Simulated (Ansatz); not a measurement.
CaSe (rock salt)

Space group Fm-3m (No. 225); a = b = c = 5.935 Å, α = β = γ = 90.00°

```tsv
atom	site	symmetry	x	y	z
Ca	4a	m-3m	0.0000	0.0000	0.0000
Se	4b	m-3m	0.5000	0.5000	0.5000
```
(The calculation used a cell of 2 atoms; values per cell refer to that cell.)

Equation-of-state scan: isotropic scaling of the cell above, V₀ being its volume. Symmetry pins the atoms to their sites.

All values below come from r2SCAN (plane waves to 500 eV, PAW, scalar-relativistic; Ansatz, an electronic-structure program). k mesh 10×10×10 (Γ-centred), Fermi-Dirac smearing 0.05 eV. Energies are smeared free energies. CaSe was relaxed with its symmetry unable to fall. The zero of ΔE is the relaxed starting cell.

| V (Å³/atom) | ΔE (meV/atom) |
|---|---|
| 23.515 | 50.6 |
| 24.038 | 31.2 |
| 24.560 | 16.9 |
| 25.083 | 7.3 |
| 25.605 | 1.7 |
| 26.128 | 0.0 |
| 26.650 | 1.6 |
| 27.173 | 6.4 |
| 27.696 | 13.8 |
| 28.218 | 23.8 |
| 28.741 | 36.0 |

Task: What is the fitted pressure derivative B₀′?

Result: 4.1.

Task: What bulk modulus B₀ follows from a third-order Birch-Murnaghan fit?

Result: 52.0 GPa. Check by three points about V = 26.128 Å³/atom, step 0.523: d²E/dV² ≈ (1.7 − 2·0.0 + 1.6) meV / 0.523² = 0.0121 eV/Å⁶, and V·d²E/dV² × 160.2 = 50.6 GPa.

(Under strain, the slope of the energy per volume gives the stress and its curvature an elastic modulus.)
